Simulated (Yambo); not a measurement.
## Bethe-Salpeter results for KCdF3

```xyz
5
Lattice="4.3821 0.0000 0.0000 0.0000 4.3821 0.0000 0.0000 0.0000 4.3821" Properties=species:S:1:pos:R:3 pbc="T T T"
F      0.0000     2.1910     2.1910
F      2.1910     0.0000     2.1910
F      2.1910     2.1910     0.0000
K      0.0000     0.0000     0.0000
Cd     2.1910     2.1910     2.1910
```

The geometry is that of Materials Project entry mp-10175, symmetrised and not relaxed again.

BSE in Yambo on PBEsol (pw.x of Quantum ESPRESSO, ONCV potentials, scalar-relativistic) bands: 8×8×8 mesh, 11 valence and 1 conduction bands, static screening with 56 bands and a 3 Ry block, scissor 3.40 eV, Tamm-Dancoff; field along x.

| state | energy (eV) | states within 2 meV | relative strength | class | main transitions |
|---|---|---|---|---|---|
| 1 | 7.06 | 3 | 1.00 | strong | several band pairs |
| 2 | 7.10 | 3 | < 0.01 | dark | several band pairs |
| 3 | 7.76 | 6 | 0.13 | strong | several band pairs |
| 4 | 7.79 | 2 | < 0.01 | dark | several band pairs |
| 5 | 7.80 | 3 | < 0.01 | dark | several band pairs |
| 6 | 7.82 | 3 | < 0.01 | dark | several band pairs |
| 7 | 7.91 | 3 | < 0.01 | dark | several band pairs |

These are vertical excitations (zero momentum); the indirect quasiparticle gap, about 6.20 eV, is smaller than the direct one (8.16 eV on the GW mesh). The direct quasiparticle gap on this mesh is 8.16 eV; counted from there, state 1 is bound by 1.10 eV. On a 4×4×4 mesh the same difference is 1.23 eV, so it isn't converged.

Spin singlets only. Strengths are relative to the strongest of the lowest states of this run; strong means a line over 3 % of the spectrum's maximum, dark under 0.03 %. Absolute energies carry the error of the G0W0 scissor, whose convergence isn't established.

Spin-orbit splittings are left out. The cell is held in this high symmetry; tilts and polar distortions were not searched.

The structure is a Materials Project entry; no match was found in the copy of COD used, and its stability was not checked.
